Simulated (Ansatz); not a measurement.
Total density of states per atom from r²SCAN (plane waves, PAW; program Ansatz), in 0.25 eV bins, energy from the Fermi level:

(E (eV), states/eV/atom): (-7.85, 0.10); (-7.60, 0.01); (-7.35, 0.00); (-7.10, 0.00); (-6.85, 0.00); (-6.60, 0.00); (-6.35, 0.00); (-6.10, 0.00); (-5.85, 0.00); (-5.60, 0.00); (-5.35, 0.02); (-5.10, 0.33); (-4.85, 0.59); (-4.60, 0.47); (-4.35, 0.45); (-4.10, 0.43); (-3.85, 0.26); (-3.60, 0.42); (-3.35, 0.89); (-3.10, 1.48); (-2.85, 1.17); (-2.60, 1.58); (-2.35, 1.59); (-2.10, 1.29); (-1.85, 2.34); (-1.60, 3.07); (-1.35, 1.18); (-1.10, 0.71); (-0.85, 0.42); (-0.60, 0.84); (-0.35, 1.21); (-0.10, 0.95); (0.15, 0.56); (0.40, 0.42); (0.65, 0.38); (0.90, 0.32); (1.15, 0.25); (1.40, 0.17); (1.65, 0.37); (1.90, 0.66); (2.15, 0.62); (2.40, 0.80); (2.65, 2.37); (2.90, 6.00)

Problem. Pick the material that matches.
A. Ti5Ge3, P6_3/mcm (Ti on 6g, Ti on 4d, Ge on 6g)
B. LaNi2Ge2, I4/mmm (La on 2a, Ni on 4d, Ge on 4e)
C. LaGa, Cmcm (La on 4c, Ga on 4c)
D. YSiNi4, Cmmm (Y on 2a, Si on 2c, Ni on 4i, Ni on 4f)

Solution. B, LaNi2Ge2, I4/mmm (La on 2a, Ni on 4d, Ge on 4e). Within 0.5 eV of the Fermi level: Ni 3d 52 %, Ge 4p 20 %, La 5d 18 %. Projections are on Löwdin-orthogonalised atomic valence shells; empty p or d shells of many metals are not among them.

The workflow started from a Materials Project entry (that database holds measured and hypothetical structures alike); the Crystallography Open Database copy checked does not list it. Whether it is the stable phase at ambient conditions was not checked. The cell was relaxed with r²SCAN under the symmetry of its start; its stability against distortions is not shown here. The run is not spin-polarised. Spin–orbit coupling is left out wherever it is not named.

Potentials: the earlier of the program's two PAW sets.
